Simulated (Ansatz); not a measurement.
Data:

IrOs3:
```cif
data_IrOs3
_chemical_formula_sum 'Os3 Ir1'
_space_group_name_H-M_alt 'Pm-3m'
_space_group_IT_number 221
_space_group_name_Hall '-P 4 2 3'
_cell_length_a 3.82070
_cell_length_b 3.82070
_cell_length_c 3.82070
_cell_angle_alpha 90.000
_cell_angle_beta 90.000
_cell_angle_gamma 90.000
loop_
_atom_site_label
_atom_site_type_symbol
_atom_site_symmetry_multiplicity
_atom_site_Wyckoff_symbol
_atom_site_fract_x
_atom_site_fract_y
_atom_site_fract_z
_atom_site_occupancy
Os1 Os 3 c 0.00000 0.50000 0.50000 1
Ir1 Ir 1 a 0.00000 0.00000 0.00000 1
```

This is the PBEsol-relaxed structure.

### Question
All from PBEsol (plane waves, PAW; program Ansatz), unless another level is named. Estimate the Debye temperature from the elastic constants.

### Answer
483 K.

### Question
And the elastic constants (relaxed ions, GPa)?

### Answer
C11 = 701, C12 = 276, C44 = 342.

The start of the workflow was typed in or built on a structure type; neither database checked (COD, Materials Project) lists it. Whether it is the stable phase at ambient conditions was not checked. The PBEsol relaxation kept the symmetry of its start; whether a distortion lowers the energy is not shown. No spin polarisation was allowed. As this level gives no gap, shear constants depend on the k-mesh and smearing (Fermi–Dirac, 0.1 eV here). Scalar-relativistic: spin–orbit coupling is off unless named, which matters more the heavier the elements.

Potentials: the earlier of the program's two PAW sets. The files were generated under PBE; for other functionals the program regenerates the frozen cores, and for LDA and PBEsol the local potential too.
